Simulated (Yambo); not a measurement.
BSE-type run in Yambo on RbBH4 (space group F-43m, No. 216), at zero momentum. PBEsol wavefunctions on a 4×4×4 mesh, a = 4.884 Å, b = 4.884 Å, c = 4.884 Å, α = 60.00°, β = 60.00°, γ = 60.00°.

Yambo input:
```
rim_cut
optics
bse
bss
dipoles
em1s
RandQpts= 1000000
RandGvec= 1 Ry
FFTGvecs= 40 Ry
Chimod= "HARTREE"
BSKmod= "SEX"
BSEmod= "resonant"
BSSmod= "hs"
BSENGexx= 15 Ry
BSENGBlk= 3 Ry
% KfnQP_E
 3.119 | 1.0 | 1.0 |
%
% BSEQptR
 1 | 1 |
%
% BSEBands
 5 | 18 |
%
% BEnRange
 0.0 | 17.2 | eV
%
% BDmRange
 0.15 | 0.15 | eV
%
BEnSteps= 344
% BLongDir
 1.0 | 0.0 | 0.0 |
%
BSHayTrs= -0.02
BSSNEig= 24
WRbsWF
% BndsRnXs
 1 | 37 |
%
NGsBlkXs= 3 Ry
% LongDrXs
 1.0 | 1.0 | 1.0 |
%
```

From the report:

The dimension is k points × valence × conduction bands = 64 × 4 × 10 = 2560.
```
   [SLEPC] Approach                          : Krylov-Schur
   [SLEPC] Number of requested eigenvalues   :  24
   [SLEPC] Number of eigenvalues        [NEV]:  24
    [K] Dimension                                    :  2560
    [K] Bands                                        :   5  18
    [K] Exchange res                                 : yes
    [K] Correlation res                              : yes
    [K] W interaction is bare                        : no
    [K] RL vectors exchange                          :   561
    [K] RL vectors correlation                       :   65
    [W] Matrix size                                  :   65
    [W] Bands                                        :    1   37
    [W] Coulomb Cutoff                               : none
    [W] Hxc Kernel                                   : HARTREE
```

Geometry of the Materials Project entry, not relaxed at this level.

The structure is a Materials Project entry; no match was found in the copy of COD used, and its stability was not checked.
